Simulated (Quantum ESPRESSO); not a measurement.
# Mg4Se3O: input and log of a self-consistent run

Computed values, not a measurement. The program is pw.x of Quantum ESPRESSO 7.5 (plane-wave density functional theory). The cell is made up: 8 atoms on a wurtzite lattice, with randomly drawn elements, strain and displacements, not relaxed. PseudoDojo standard norm-conserving files (v0.5 for PBE, v0.4.1 for LDA and PBEsol) set the functional; there is no spin polarisation, spin-orbit coupling or dispersion term, and the masses in the input are unused placeholders.

Input:

```
&control calculation='scf', pseudo_dir='./dojo.nc.sr.pbe.v0_5.standard.upf', outdir='./o', disk_io='medium', tprnfor=.true., tstress=.true. /
&system ibrav=0, nat=8, ntyp=3, nbnd=53, ecutwfc=85.99341389, nosym=.true., tot_charge=0,
 occupations='smearing', smearing='fd', degauss=0.0018374661
/
&electrons conv_thr=7.350e-09, electron_maxstep=60, /
ATOMIC_SPECIES
Mg 1.0 Mg.upf
O 1.0 O.upf
Se 1.0 Se.upf
CELL_PARAMETERS angstrom
4.1413 0.0 0.0
0.0 7.173 0.0
0.0 0.0 6.7628
ATOMIC_POSITIONS angstrom
Mg 0.0757 -0.0055 0.0413
Mg 2.0633 3.5646 0.0642
Mg 2.1144 1.289 3.4329
Mg 0.0523 4.7923 3.3251
Se 0.0085 -0.0334 2.5604
Se 2.0712 3.5957 2.4754
Se 2.0265 1.226 5.9109
O -0.0256 4.8542 5.941
K_POINTS automatic
4 4 4 1 1 1
```

The log is shortened where brackets say so; the opening notice, blank lines, dates and the lines on written files are dropped, and the path of the files is cut. It prints rydbergs, bohrs and kilobars, and counts compression as positive stress. With no partly filled state, the Fermi energy that it prints is only some level between the filled and the empty states on the mesh, and need not lie in the true gap.

```
     Program PWSCF v.7.5
     Parallel version (MPI & OpenMP), running on       1 processor cores
     Number of MPI processes:                 1
     Threads/MPI process:                     1
     [start-up lines left out]
     bravais-lattice index     =            0
     lattice parameter (alat)  =       7.8259  a.u.
     unit-cell volume          =    1355.6909 (a.u.)^3
     number of atoms/cell      =            8
     number of atomic types    =            3
     number of electrons       =        94.00
     number of Kohn-Sham states=           53
     kinetic-energy cutoff     =      85.9934  Ry
     charge density cutoff     =     343.9737  Ry
     scf convergence threshold =      7.3E-09
     mixing beta               =       0.7000
     number of iterations used =            8  plain     mixing
     Exchange-correlation= PBE
                           (   1   4   3   4   0   0   0)
     [axes and pseudopotential details left out]
   Cartesian axes
     site n.     atom                  positions (alat units)
         1        Mg     tau(   1) = (   0.0182793  -0.0013281   0.0099727  )
         2        Mg     tau(   2) = (   0.4982252   0.8607442   0.0155024  )
         3        Mg     tau(   3) = (   0.5105643   0.3112549   0.8289426  )
         4        Mg     tau(   4) = (   0.0126289   1.1571970   0.8029121  )
         5        Se     tau(   5) = (   0.0020525  -0.0080651   0.6182600  )
         6        Se     tau(   6) = (   0.5001328   0.8682539   0.5977350  )
         7        Se     tau(   7) = (   0.4893391   0.2960423   1.4273054  )
         8        O      tau(   8) = (  -0.0061816   1.1721440   1.4345737  )
     number of k points=    32  Fermi-Dirac smearing, width (Ry)=  0.0018
                       cart. coord. in units 2pi/alat
        k(    1) = (   0.1250000   0.0721682   0.0765456), wk =   0.0625000
        k(    2) = (   0.1250000   0.0721682   0.2296368), wk =   0.0625000
     [further k points left out]
     Dense  grid:   145949 G-vectors     FFT dimensions: (  48,  81,  75)
     Estimated max dynamical RAM per process >     196.07 MB
     Initial potential from superposition of free atoms
     starting charge      93.9966, renormalised to      94.0000
     Starting wfcs are   51 randomized atomic wfcs +    2 random wfcs
     total cpu time spent up to now is       12.0 secs
     per-process dynamical memory:    97.6 Mb
     Self-consistent Calculation
     iteration #  1     ecut=    85.99 Ry     beta= 0.70
     Davidson diagonalization with overlap
     ethr =  1.00E-02,  avg # of iterations =  5.8
     total cpu time spent up to now is       52.0 secs
     total energy              =   -1235.61517682 Ry
     estimated scf accuracy    <       1.20584296 Ry
     iteration #  2     ecut=    85.99 Ry     beta= 0.70
     Davidson diagonalization with overlap
     ethr =  1.28E-03,  avg # of iterations =  6.8
     total cpu time spent up to now is       83.3 secs
     total energy              =   -1234.51829382 Ry
     estimated scf accuracy    <       9.74907086 Ry
     iteration #  3     ecut=    85.99 Ry     beta= 0.70
     Davidson diagonalization with overlap
     ethr =  1.28E-03,  avg # of iterations =  5.6
     total cpu time spent up to now is      115.4 secs
     total energy              =   -1236.20199430 Ry
     estimated scf accuracy    <       0.36763326 Ry
     iteration #  4     ecut=    85.99 Ry     beta= 0.70
     Davidson diagonalization with overlap
     ethr =  3.91E-04,  avg # of iterations =  2.0
     total cpu time spent up to now is      137.8 secs
     total energy              =   -1236.20310289 Ry
     estimated scf accuracy    <       0.10434639 Ry
     iteration #  5     ecut=    85.99 Ry     beta= 0.70
     Davidson diagonalization with overlap
     ethr =  1.11E-04,  avg # of iterations =  2.5
     total cpu time spent up to now is      160.7 secs
     total energy              =   -1236.19737655 Ry
     estimated scf accuracy    <       0.03018993 Ry
     [iterations 6 to 7 left out]
     iteration #  8     ecut=    85.99 Ry     beta= 0.70
     Davidson diagonalization with overlap
     ethr =  3.43E-08,  avg # of iterations =  2.8
     total cpu time spent up to now is      240.9 secs
     total energy              =   -1236.20146907 Ry
     estimated scf accuracy    <       0.00000599 Ry
     iteration #  9     ecut=    85.99 Ry     beta= 0.70
     Davidson diagonalization with overlap
     ethr =  6.37E-09,  avg # of iterations =  2.0
     total cpu time spent up to now is      262.3 secs
     total energy              =   -1236.20146935 Ry
     estimated scf accuracy    <       0.00000173 Ry
     iteration # 10     ecut=    85.99 Ry     beta= 0.70
     Davidson diagonalization with overlap
     ethr =  1.84E-09,  avg # of iterations =  2.2
     total cpu time spent up to now is      282.6 secs
     total energy              =   -1236.20146959 Ry
     estimated scf accuracy    <       0.00000004 Ry
     iteration # 11     ecut=    85.99 Ry     beta= 0.70
     Davidson diagonalization with overlap
     ethr =  4.15E-11,  avg # of iterations =  4.3
     total cpu time spent up to now is      313.5 secs
     total energy              =   -1236.20146961 Ry
     estimated scf accuracy    <       0.00000002 Ry
     iteration # 12     ecut=    85.99 Ry     beta= 0.70
     Davidson diagonalization with overlap
     ethr =  2.01E-11,  avg # of iterations =  3.0
     total cpu time spent up to now is      339.5 secs
     End of self-consistent calculation
          k = 0.1250 0.0722 0.0765 ( 18269 PWs)   bands (ev):
   -70.9881 -70.9029 -70.8987 -70.7960 -42.3486 -42.3406 -42.3338 -42.3261
   -42.3226 -42.1472 -42.1458 -42.1338 -42.1292 -42.1260 -42.0936 -42.0878
   -42.0777 -42.0711 -42.0698 -37.7593 -37.7523 -37.7417 -37.6818 -37.6702
   -37.6678 -37.6660 -37.6557 -37.6496 -37.5773 -37.5595 -37.5334 -10.1589
    -8.1508  -7.7620  -7.5083   0.4364   0.7098   1.3496   1.9169   2.2138
     2.6220   2.7957   2.9151   3.1323   3.8598   4.0347   4.1728   6.6745
     8.2048   8.4940   8.7457   9.3162  10.1274
     [levels at the other k points left out]
     the Fermi energy is     5.2764 ev
!    total energy              =   -1236.20146961 Ry
     estimated scf accuracy    <          1.4E-09 Ry
     smearing contrib. (-TS)   =       0.00000000 Ry
     internal energy E=F+TS    =   -1236.20146961 Ry
     The total energy is F=E-TS. E is the sum of the following terms:
     one-electron contribution =    -917.89979867 Ry
     hartree contribution      =     454.92622842 Ry
     xc contribution           =    -217.12682899 Ry
     ewald contribution        =    -556.10107038 Ry
     convergence has been achieved in  12 iterations
     Forces acting on atoms (cartesian axes, Ry/au):
     atom    1 type  1   force =    -0.02548986   -0.07457832   -0.03428640
     atom    2 type  1   force =     0.00131279    0.07527387   -0.08055190
     atom    3 type  1   force =    -0.00551682   -0.02286347   -0.01469299
     atom    4 type  1   force =    -0.01299880   -0.00282096    0.07438866
     atom    5 type  3   force =     0.00468628    0.02409082    0.00534904
     atom    6 type  3   force =     0.01119842    0.00527686    0.03050242
     atom    7 type  3   force =     0.02271115   -0.00143747    0.01137346
     atom    8 type  2   force =     0.00409683   -0.00294133    0.00791771
     Total force =     0.168740     Total SCF correction =     0.000294
     Computing stress (Cartesian axis) and pressure
          total   stress  (Ry/bohr**3)                   (kbar)     P=      -15.10
  -0.00016319  -0.00000119  -0.00003951          -24.01       -0.17       -5.81
  -0.00000119  -0.00010784  -0.00003134           -0.17      -15.86       -4.61
  -0.00003951  -0.00003134  -0.00003700           -5.81       -4.61       -5.44
     init_run     :      8.14s CPU     11.94s WALL (       1 calls)
     electrons    :    314.32s CPU    327.64s WALL (       1 calls)
     forces       :      4.65s CPU      4.74s WALL (       1 calls)
     stress       :     12.84s CPU     12.92s WALL (       1 calls)
     [timing details left out]
     PWSCF        :   5m40.21s CPU   5m58.45s WALL
     JOB DONE.
```

In other units: free energy -16819.378 eV for the cell, pressure -1.51 GPa, largest force component 2.071 eV/Å. A rerun of this cell at 1467 eV and a 6 x 6 x 6 mesh moved values by no more than 0.009 eV in energy, 0.10 GPa in stress and 0.011 eV/Å in force.